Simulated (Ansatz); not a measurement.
Space group P6/mmm (No. 191). a = 4.824 Å, b = 4.824 Å, c = 4.155 Å, α = 90.00°, β = 90.00°, γ = 120.00°
```
atom site symmetry x y z
   C    4h       3m.  0.6667  0.3333  0.1839
   C    6i       2mm  0.5000  0.5000  0.3407
```

Equation of state of this C structure (not necessarily the ground state), with shape and atoms relaxed at each volume where symmetry leaves them free. All numbers below come from DFT r2SCAN, scalar-relativistic, plane waves, PAW in Ansatz 0.2.0.

Plane waves to 500 eV, a k mesh through Γ of 12×12×8 on the computed 10-atom cell and Gaussian smearing (0.10 eV); no spin polarisation.

| V (Å³/atom) | E − E(largest V) (meV/atom) | P (GPa) | gap on mesh (eV) |
| --- | --- | --- | --- |
| 7.369 | 57.06 | 39.97 | 0.00 |
| 7.620 | 4.18 | 27.76 | 0.00 |
| 7.871 | -30.85 | 17.19 | 0.00 |
| 8.122 | -50.53 | 8.06 | 0.00 |
| 8.374 | -56.81 | 0.02 | 0.00 |
| 8.625 | -51.21 | -7.05 | 0.00 |
| 8.876 | -35.25 | -13.24 | 0.08 |
| 9.211 | 0.00 | -20.28 | 0.28 |

Question: Fit a third-order Birch–Murnaghan equation to E(V).

Answer: V0 = 8.37 Å³/atom, B0 = 251 GPa, B0' = 3.4.

The gaps are read on the mesh, which can miss the band edges, so they can be too wide.

This form isn't the element's structure at ambient conditions.